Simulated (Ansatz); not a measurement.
Si$_{2}$W, DFT, LDA, PAW with Ansatz's default frozen-core files, scalar-relativistic (Ansatz 0.2.0), run on 1 thread of Intel(R) Xeon(R) 6975P-C (Granite Rapids) on a shared host.

The cell comes from COD entry 1010283, which wasn't checked; take it as a given geometry. It differs from other determinations. The listed cell was then made from it by scaling, straining or moving an atom.

Command: `ansatz run input.yaml --threads 1 --pin off --max-ram 6144MiB --backend cpu --events-out ev --progress --plain --runs-dir out`

```yaml
crystal:
  lattice:
    - [-1.57827, 1.61767, 3.94]
    - [1.61767, -1.57827, 3.94]
    - [1.59433, 1.59433, -3.92394]
  atoms:
    - { symbol: Si, position: [0.333, 0.333, 0.0] }
    - { symbol: Si, position: [0.667, 0.667, 0.0] }
    - { symbol: W, position: [0.0, 0.0, 0.0] }
kpoints:
  mp_grid: { grid: [11, 11, 14] }
scf:
  occupations: { method: fermi_dirac, width: 0.05 }
hamiltonian:
  xc: lda
  pseudopotentials: { kind: paw }
output:
  forces: true
  stress: true
  eigenvalues: true
  efg: { contact_densities: true }
```

(1) How large is the problem that the program sets up?

(2) Estimate the wall time and the peak memory.

(3) And the same cell and mesh by all-electron PAW (datasets made for this crystal), asked for forces, stress, eigenvalues, efg, on the same hardware?

## Answers

(1) 468 irreducible k-points, 787 plane waves at Γ, 15 bands.

(2) 9.8 s of wall time for 6 SCF iterations, with a peak of 0.61 GiB. Times on shared machines scatter by tens of per cent.

(3) 42 s, peak memory 1.1 GiB.
